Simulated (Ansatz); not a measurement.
Relaxed-ion elastic tensor of Ru (hcp (Mg type), space group No. 194) in GPa (Voigt order), plane-wave PAW LDA (Ansatz code); density 12.82 g/cm³, 13.09 Å³ per atom.

```tsv
	1	2	3	4	5	6
1	659	217	202	0.0	0.0	0.0
2	217	659	202	0.0	0.0	0.0
3	202	202	740	0.0	0.0	0.0
4	0.0	0.0	0.0	214	0.0	0.0
5	0.0	0.0	0.0	0.0	214	0.0
6	0.0	0.0	0.0	0.0	0.0	221
```

Q: Is the crystal mechanically stable?

A: Yes: the smallest eigenvalue of C is 214 GPa.

Q: Work out the Voigt, Reuss and Hill averages.

A: K_V = 367, K_R = 366, K_H = 366; G_V = 225, G_R = 224, G_H = 225 GPa.

Q: Give Young's modulus, Poisson's ratio, Pugh's ratio and the universal anisotropy index.

A: E = 9KG/(3K + G) = 560 GPa; ν = 0.25; K/G = 1.63 (brittle by the Pugh limit of 1.75); A_U = 5G_V/G_R + K_V/K_R − 6 = 0.03.

Q: Estimate the sound speeds and the Debye temperature.

A: v_l = √((K + 4G/3)/ρ) = 7210 m/s, v_t = √(G/ρ) = 4190 m/s, mean 4650 m/s; Θ = (h/k)(3n/4πV)^(1/3) v_m = 587 K.

Q: Solve the Christoffel equation for the three sound speeds along x, y, z.

A: Eigenvalues of C_ijkl n_j n_l equal ρv². In km/s, slowest first: x 4.08, 4.15, 7.17; y 4.08, 4.15, 7.17; z 4.08, 4.08, 7.60.

Q: How much does each axis shrink under pressure?

A: Linear compressibilities β_i = Σ_j S_ij (j = 1 to 3): x 0.95, y 0.95, z 0.83 per TPa.

Space group P6_3/mmc (hcp (Mg type)). The cell was relaxed with LDA under the symmetry of its start; of distortions, only those at the zone centre were tested. The run is not spin-polarised. As this level gives no gap, shear constants depend on the k-mesh and smearing (Fermi–Dirac, 0.1 eV here).

Potentials: the earlier of the program's two PAW sets.
